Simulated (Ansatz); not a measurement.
What moves the field gradients of Ba2BiSb2?

Cell of run 1: a measured structure from the Crystallography Open Database (COD), atoms as given.

```
Ba Sb Bi
1.0
    -2.40130    3.84390    4.95000
     2.40130   -3.84390    4.95000
     2.40130    3.84390   -4.95000
Ba Sb Bi
2 2 1
Direct
  0.72021 0.22021 0.50000
  0.27979 0.77979 0.50000
  0.70160 0.50000 0.20160
  0.29840 0.50000 0.79840
  0.00000 0.00000 0.00000
```

Atoms are numbered from 1 in the order listed; like atoms form one site, named after its first atom.

Relaxed positions (PBE, cell held):

```
CELL_PARAMETERS angstrom
-2.40130 3.84390 4.95000
2.40130 -3.84390 4.95000
2.40130 3.84390 -4.95000
ATOMIC_POSITIONS crystal
Ba 0.71856 0.21856 0.50000
Ba 0.28144 0.78144 0.50000
Sb 0.70394 0.50000 0.20394
Sb 0.29606 0.50000 0.79606
Bi 0.00000 0.00000 0.00000
```

All runs are DFT with Ansatz 0.2.0 (plane waves and PAW, scalar-relativistic unless spin–orbit coupling is named, Γ-centred meshes, Fermi–Dirac smearing where given) in this cell.

Run 1: PBE, atoms as given; 420 eV, 8×8×8 k-points, smearing 0.05 eV.
Run 2: PBE, atoms relaxed; 420 eV, 8×8×8 k-points, smearing 0.05 eV.
Run 3: r2SCAN, at the relaxed atoms; 500 eV, 8×8×8 k-points, smearing 0.05 eV.
Run 4: PBE with spin–orbit coupling, at the relaxed atoms; 420 eV, 8×8×8 k-points, smearing 0.05 eV.

```json
{"run": "1", "Ba V_zz (η)": "2.53 (0.07)", "Sb V_zz (η)": "32.8 (1.00)", "Bi V_zz (η)": "-110.6 (0.29)"}
{"run": "2", "Ba V_zz (η)": "?", "Sb V_zz (η)": "?", "Bi V_zz (η)": "?"}
{"run": "3", "Ba V_zz (η)": "2.93 (0.03)", "Sb V_zz (η)": "34.9 (0.96)", "Bi V_zz (η)": "-125.4 (0.28)"}
{"run": "4", "Ba V_zz (η)": "2.16 (0.15)", "Sb V_zz (η)": "32.7 (0.86)", "Bi V_zz (η)": "-103.4 (0.25)"}
```

V_zz in 10²¹ V/m².

(1) Estimate the row of run 2.

## Answers

(1) Ba: 2.45 (0.13); Sb: 32.5 (0.98); Bi: -109.8 (0.26). It lies nearest to run 1, from whose tensors on these sites it differs by 2.10 at most (largest principal value of the difference, on Bi). Taken one at a time, the functional (r2SCAN with its higher cutoff) moves the tensors on these sites by up to 15.54 (largest principal value of the change, on Bi), spin–orbit coupling by 6.45 (Bi), the positions of the atoms (as given or relaxed) by 2.10 (Bi).

With these PAW files V_zz is typically within 2 to 3 % of all-electron values, but misses above 10 % occur on Sb. In runs 1, 2, 3, 4 there is no gap above 0.1 eV, so the gradients can move by 10 % or more with the k-mesh.
